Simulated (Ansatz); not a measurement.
MgO (rock salt, Fm-3m), PBE in the plane-wave PAW code Ansatz. The conduction-band minimum lies at Γ, with 1 equivalent valley. Second derivatives d²E/dk² of the lowest band at one valley (eV·Å²), along Cartesian directions:

| direction | d²E/dk² |
|---|---|
| [100] | 22.66 |
| [010] | 22.66 |
| [001] | 22.66 |
| [110] | 22.66 |
| [101] | 22.66 |
| [011] | 22.66 |

Find the principal effective masses, the density-of-states mass and the conductivity mass.

Off-diagonal terms follow from H_xy = H[110] − (H_xx + H_yy)/2, and m*/mₑ = 7.620 eV·Å² over each eigenvalue: 0.34, 0.34, 0.34. One valley's DOS mass (m₁m₂m₃)^(1/3) = 0.34, conductivity mass 3/(Σ 1/mᵢ) = 0.34 mₑ.

What effective density of states Nc follows at 300 K for parabolic valleys?

Nc = 2.509e19 × 1 × (0.34)^(3/2) ≈ 5.0e18 cm⁻³.

The PBE relaxation kept the symmetry of its start. The volume moved by -31 % from the start of the relaxation.

Potentials: the later of the program's two PAW sets.

Edges and masses are those of Kohn–Sham bands, whose gap is no quasiparticle gap.
